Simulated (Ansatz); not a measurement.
Ansatz input

```yaml
crystal:
  lattice:
    - [3.6531351657, 0.0, 0.0]
    - [-1.8265675829, 3.163707857, 0.0]
    - [0.0, 0.0, 3.9290077399]
  atoms:
    - { symbol: Se, position: [0.3333333333, 0.6666666667, 0.25] }
    - { symbol: Se, position: [0.6666666667, 0.3333333333, 0.75] }
hamiltonian:
  xc: pbesol
  pseudopotentials:
    kind: paw
    azcp:
      Se: "pseudopotentials/Se.paw.azcp"
basis:
  ecutwfc: 420
  fft_grid_basis: typed
kpoints:
  mp_grid: { grid: [12, 12, 9], shift: [0, 0, 0] }
magnetization:
  spin_polarized: false
scf:
  occupations: { method: fermi_dirac, width: 0.1 }
  lower_state_search: "off"
output:
  stress: true
```

Terminal output

```
Warning: the record states the generating functional pbe (its physics header spells it `PBE`), which answers neither for hamiltonian.xc's functional nor for the pbesol family's — results may be inconsistent (PPs are generated against a specific XC)
Engine: ansatz 0.2.0, aarch64-unknown-linux-gnu
Pseudopotentials: kind: paw
Pseudopotential: Se, paw, valence charge 16, recommended cutoff 420 eV (normal) 
Functional definition: PBEsol
  exchange = pbesol_x
  correlation = pbesol_c
Crystal: 2 atoms, lattice volume = 45.409 Å³
Basis set: ecut = 420 eV, 877 PW (Γ)
Bands: 20, of which v1, the nominal top of the filled ones, is band 16 counted from 1 (15 counted from 0)
Symmetry: 24 space group operations
Space group: P63/mmc (ITA 194), of the structure as read, at distance tolerance 3.6e-5 Å
k-points: 95 of 1296
Non-local potential: Se, projectors of the file, l = 0: 2, l = 1: 2, l = 2: 3, l = 3: 1
PAW form: soft (Blöchl's): semilocal exchange-correlation on the pseudo side does not see the compensation charge
PAW frozen core: Se, regenerated for the run's functional, and the local potential with it (the file was generated under x = pbe(κ = 0.804, μ = 0.2195149727645171), c = pbe(β = 0.06672455060314922))
PAW one-centre angular grid: Se, 590 points (default); XC on 64 Gauss nodes
Initial density: superposition of atomic densities (neutral atoms: chi_scale 0, normalization atom), corrected by the library's trained network
Initial wavefunctions: pseudopotential atomic-orbital guess
Functional: x = pbesol(κ = 0.804, μ = 0.12345679012345678), c = pbesol(β = 0.046)
SCF iter   1: F=—  HF=-10847.816076 eV  |F-HF|=—  |Δ(HF+E_count)|=         —  Δρ=2.89e-3  dr2=3.26e-3  ethr=1.77e-3  ⟨swp⟩=5.2  Hψ=8463  notcnv=0
SCF iter   2: F=—  HF=-10847.815931 eV  |F-HF|=—  |Δ(HF+E_count)|=   1.45e-4  Δρ=1.91e-3  dr2=1.53e-3  ethr=1.02e-5  ⟨swp⟩=2.8  Hψ=4286  notcnv=0
SCF iter   3: F=—  HF=-10847.816378 eV  |F-HF|=—  |Δ(HF+E_count)|=   4.47e-4  Δρ=6.72e-4  dr2=2.62e-4  ethr=4.78e-6  ⟨swp⟩=2.0  Hψ=2284  notcnv=0
SCF iter   4: F=—  HF=-10847.816409 eV  |F-HF|=—  |Δ(HF+E_count)|=   3.09e-5  Δρ=1.57e-4  dr2=1.15e-5  ethr=8.20e-7  ⟨swp⟩=2.0  Hψ=2475  notcnv=0
SCF iter   5: F=—  HF=-10847.816415 eV  |F-HF|=—  |Δ(HF+E_count)|=   5.90e-6  Δρ=3.75e-5  dr2=8.75e-7  ethr=3.60e-8  ⟨swp⟩=2.0  Hψ=3328  notcnv=0
SCF iter   6: F=—  HF=-10847.816414 eV  |F-HF|=—  |Δ(HF+E_count)|=   1.75e-7  Δρ=1.33e-5  dr2=1.23e-7  ethr=2.74e-9  ⟨swp⟩=2.0  Hψ=3431  notcnv=0
SCF iter   7: F=-10847.816414 eV  HF=-10847.816414 eV  |F-HF|=1.36e-9  |Δ(HF+E_count)|=   7.65e-8  Δρ=4.08e-6  dr2=1.03e-8  ethr=3.13e-10  ⟨swp⟩=4.1  Hψ=6807  notcnv=0
SCF 1 converged in 7 iterations: F = -10847.816414 eV  dr2 = 1.03e-8
SCF converged after 7 iterations
Free energy (F): -10847.816414 eV
Harris-Foulkes:  -10847.816414 eV  (|F-HF|=1.36e-9)
Internal energy: -10847.776259 eV  (E = F + TS)
E sigma→0 (E₀):  -10847.796337 eV
Entropy (-TS):   -0.040155 eV (-20.078 meV/atom)
Fermi energy:    9.368258 eV
--- Per-component energies (eV) ---
  E_band       = -744.682387
  E_kinetic    = 231.754057
  E_local      = -4469.942756  (includes V_loc(G=0)·N_el)
  E_nonlocal   = -1181.936862
  E_hartree    = 2218.702852
  E_xc         = -204.460882
  E_vxc        = -193.274747  (∫ρ·V_xc dr)
  E_paw        = -3737.700368  (= ΣΔE_a)
  E_vpaw       = 431.312790  (= ΣTr[D̂ρ^β])
  E_aug_tail   = -0.001200  (compensation charges beyond the density's cutoff)
  E_ewald      = -3706.208000
  E_core_change = 2.016901  (= ΣΔE_core)
  E_smearing   = -0.040155  (= −TS)
  E_closure    = -0.000000  (closes the sum)
  Σ components = -10847.816414   (vs F -10847.816414, Δ=0.00e0)
--- Stress (GPa, compression-positive) ---
       -4.076335      -0.000000      -0.000000
       -0.000000      -4.076335      -0.000000
        0.000000      -0.000000      -7.449753
  P = ⅓ Tr σ = -5.2008 GPa (-52.008 kbar)
```
